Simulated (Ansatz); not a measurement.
This run works on a proposed trial structure, not on a known crystal.

Input and command of a plane-wave DFT calculation in Ansatz:

```yaml
crystal:
  lattice:
    - [3.090657762, 0.0, 0.0]
    - [-1.545328881, 2.6765881363, 0.0]
    - [0.0, 0.0, 15.2865151783]
  atoms:
    - { symbol: Hf, position: [0.6666666667, 0.3333333333, 0.4225379041] }
    - { symbol: Hf, position: [0.6666666667, 0.3333333333, 0.0774620959] }
    - { symbol: Hf, position: [0.3333333333, 0.6666666667, 0.9225379041] }
    - { symbol: Hf, position: [0.3333333333, 0.6666666667, 0.5774620959] }
    - { symbol: Sc, position: [0.3333333333, 0.6666666667, 0.25] }
    - { symbol: Sc, position: [0.6666666667, 0.3333333333, 0.75] }
    - { symbol: O, position: [0.0, 0.0, 0.3346973881] }
    - { symbol: O, position: [0.0, 0.0, 0.1653026119] }
    - { symbol: O, position: [0.0, 0.0, 0.8346973881] }
    - { symbol: O, position: [0.0, 0.0, 0.6653026119] }
basis:
  ecutwfc: 420
kpoints:
  mp_grid: { grid: [12, 12, 2] }
hamiltonian:
  xc: pbe
scf:
  occupations: { method: gaussian, width: 0.1 }
output:
  forces: true
  stress: true
  eigenvalues: true
  write_density: true
  write_potential: true
  elf: true
  volumetric_format: npy
relax:
  adjacent_minimum: "off"
  f_tol: 0.01
  max_steps: 30
  cell: { stress_tol: 0.1, fix: [volume] }
```

```bash
ansatz run input.yaml --threads 1 --pin off --max-ram 2560MiB --backend cpu --events-out ev --progress --plain --runs-dir out
```

Processor: AMD EPYC 7R43 64-Core Processor (Zen 3), 1 thread, on a host shared with other jobs.

Question: Estimate time, memory and problem size.

Answer: About 3.1 min, peak memory 0.72 GiB. It solves 90 bands at 38 k points (after reduction by symmetry) with about 2451 plane waves, in 38 SCF iterations over 5 ionic steps.
